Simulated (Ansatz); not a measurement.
CO in its lowest state found on the top face of a (001) slab of Ru (P6_3/mmc (No. 194)), 4 planes, outer planes Ru (top) and Ru (bottom); 1 a cell of 25.21 Å², its atoms last:

```yaml
crystal:
  lattice:
    - [5.39519, 0.00000, 0.00000]
    - [-2.69759, 4.67237, 0.00000]
    - [0.00000, 0.00000, 24.67173]
  atoms:
    - { symbol: Ru, position: [0.33333, 0.16667, 0.32426] }
    - { symbol: Ru, position: [0.33333, 0.66667, 0.32426] }
    - { symbol: Ru, position: [0.83333, 0.16667, 0.32426] }
    - { symbol: Ru, position: [0.83333, 0.66667, 0.32426] }
    - { symbol: Ru, position: [0.16667, 0.33333, 0.41071] }
    - { symbol: Ru, position: [0.16667, 0.83333, 0.41071] }
    - { symbol: Ru, position: [0.66667, 0.33333, 0.41071] }
    - { symbol: Ru, position: [0.66667, 0.83333, 0.41071] }
    - { symbol: Ru, position: [0.33342, 0.16672, 0.49674] }
    - { symbol: Ru, position: [0.33124, 0.66563, 0.49763] }
    - { symbol: Ru, position: [0.83440, 0.16876, 0.49766] }
    - { symbol: Ru, position: [0.83441, 0.66565, 0.49765] }
    - { symbol: Ru, position: [0.16513, 0.33583, 0.58135] }
    - { symbol: Ru, position: [0.16512, 0.82931, 0.58135] }
    - { symbol: Ru, position: [0.67090, 0.33546, 0.58136] }
    - { symbol: Ru, position: [0.66709, 0.83354, 0.58569] }
    - { symbol: C, position: [0.67223, 0.83619, 0.66214] }
    - { symbol: O, position: [0.67651, 0.83842, 0.70912] }
```

The calculation used DFT PBE+D3(BJ), scalar-relativistic, plane waves, PAW in Ansatz. Plane waves to 420 eV, a k mesh through Γ of 4×4×1 on the computed 18-atom cell and Gaussian smearing (0.10 eV); no spin polarisation. The cell repeats along c with a dipole correction in the vacuum.

The clean top face has a work function of 4.97 eV. Adsorption changes the slab's dipole along +c by Δp = -0.1029 e·Å a cell (-0.49 D an adsorbate).

(1) What change of work function does the Helmholtz equation give?

(2) How does that compare with the calculation?

(3) What does the sign say about the electrons?

Answers

(1) A sheet of dipoles makes a step in an electron's potential energy of −e·Δp/(ε0·A), and e/ε0 = 180.95 eV·Å for Δp in e·Å: −180.95 × (-0.1029)/25.21 = +0.74 eV. This is the change of φ(top) − φ(bottom). If the bottom face is unmoved, φ(top) becomes 5.71 eV.

(2) φ(top) changes by +0.80 eV and φ(bottom) by +0.06 eV, so their difference changes by +0.74 eV. The slab is thin enough for the adsorbate to shift the Fermi level against the bottom face too.

(3) The change of dipole points into the surface (negative end outward), so the work function rises. The molecule's own dipole can set this sign. Δp also holds the adsorbate's own dipole and the moves of the surface atoms, so it isn't a charge transfer alone.